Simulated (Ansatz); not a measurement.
**Course of a relaxation: Be2ZnSe3**

The cell of Be2ZnSe3 is invented: random cell by space group and Wyckoff sites (P4/mmm, No. 123). Its size is a rough estimate.

```
Be Zn Se
1.0
     4.29961    0.00000    0.00000
     0.00000    4.29961    0.00000
     0.00000    0.00000    6.41423
Be Zn Se
2 1 3
Direct
  0.50000 0.50000 0.24008
  0.50000 0.50000 0.75992
  0.00000 0.00000 0.50000
  0.50000 0.50000 0.00000
  0.50000 0.50000 0.50000
  0.00000 0.00000 0.00000
```

All numbers below come from DFT PBE, scalar-relativistic, plane waves, PAW (Ansatz). Cutoff 420 eV, Gaussian smearing, Γ-centred meshes. Cell and atoms relax first on a coarse mesh and then on a finer one. In between, the cell is made exact in the group found at 0.06 Å. In metals the finer mesh still leaves noise of several meV/atom or more. The steps can't lower the symmetry of their start. No spin polarisation.

Steps on the 4×4×4 mesh (6 atoms, 10 steps). The free energy counts from the last step; the plane-wave basis is renewed at times, which shifts energy and pressure.

| step | ΔF (meV/atom) | V (Å³/atom) | P (GPa) | largest force component (eV/Å) |
| --- | --- | --- | --- | --- |
| 1 | 1283.0 | 19.76 | 39.92 | 7.918 |
| 2 | 692.5 | 20.95 | 26.01 | 3.246 |
| 3 | 336.3 | 22.09 | 16.25 | 1.320 |
| 4 | 126.2 | 23.35 | 8.81 | 0.884 |
| 5 | 27.2 | 24.94 | 3.10 | 0.367 |
| 6 | 10.2 | 26.15 | -0.22 | 0.066 |
| 7 | 9.8 | 26.18 | 0.03 | 0.012 |
| 8 | 0.7 | 26.18 | 0.57 | 0.014 |
| 9 | 0.0 | 26.57 | 0.01 | 0.001 |
| 10 | 0.0 | 26.57 | 0.01 | 0.001 |

The relaxed structure, after a last relaxation on the converged mesh:

```cif
data_structure
_symmetry_space_group_name_H-M 'P4/mmm'
_symmetry_Int_Tables_number 123
_cell_length_a 4.4889
_cell_length_b 4.4889
_cell_length_c 7.9125
_cell_angle_alpha 90.000
_cell_angle_beta 90.000
_cell_angle_gamma 90.000
_cell_volume 159.44
loop_
_atom_site_label
_atom_site_type_symbol
_atom_site_symmetry_multiplicity
_atom_site_Wyckoff_symbol
_atom_site_fract_x
_atom_site_fract_y
_atom_site_fract_z
_atom_site_occupancy
Be1 Be 2 h 0.50000 0.50000 0.24926 1
Zn1 Zn 1 b 0.00000 0.00000 0.50000 1
Se1 Se 1 c 0.50000 0.50000 0.00000 1
Se2 Se 1 d 0.50000 0.50000 0.50000 1
Se3 Se 1 a 0.00000 0.00000 0.00000 1
```

The symmetry stays P4/mmm (No. 123). The volume per atom grows by 34.5 %, from 19.8 to 26.6 Å³. The shortest distance goes from 1.54 Å (Be–Se) to 1.97 Å (Be–Se). The ratio c/a of the conventional cell changes by a factor of 1.18. The energy falls by about 1.3 eV/atom (the start's value is from the coarse mesh). Be has 2 Se at 1.97–1.98 Å; Zn is surrounded by 4 Se at 3.17 Å, 8 Be at 3.74 Å and 2 Se at 3.96 Å; around Se on its first site lie 2 Be at 1.97 Å and 4 Se at 3.17 Å; 2 more sites not described.

| Item | Value |
| --- | --- |
| Volume per atom | 26.57 Å³ |
| Density | 3.34 g/cm³ |
| Energy over the elements | +0.54 eV/atom |
| Gap on the 8×8×6 mesh of the 6-atom cell | 0 eV (a metal) |

The zero of energy is the elements' standard structures at the same level; no fitted shifts are applied.

The last run used Gaussian smearing of 0.10 eV. The reference form of Se is held partly by dispersion forces, which this level lacks. Symmetry constrained the relaxation, so the result can be a saddle point. In all, the 3 runs took 50 s on 1 thread of AMD EPYC 9R45 96-Core Processor (Zen 5), with other jobs on the host. Another cell of Be2ZnSe3 relaxed alike, in P1, lies 1.10 eV/atom lower, so this cell isn't the stable form at this level.
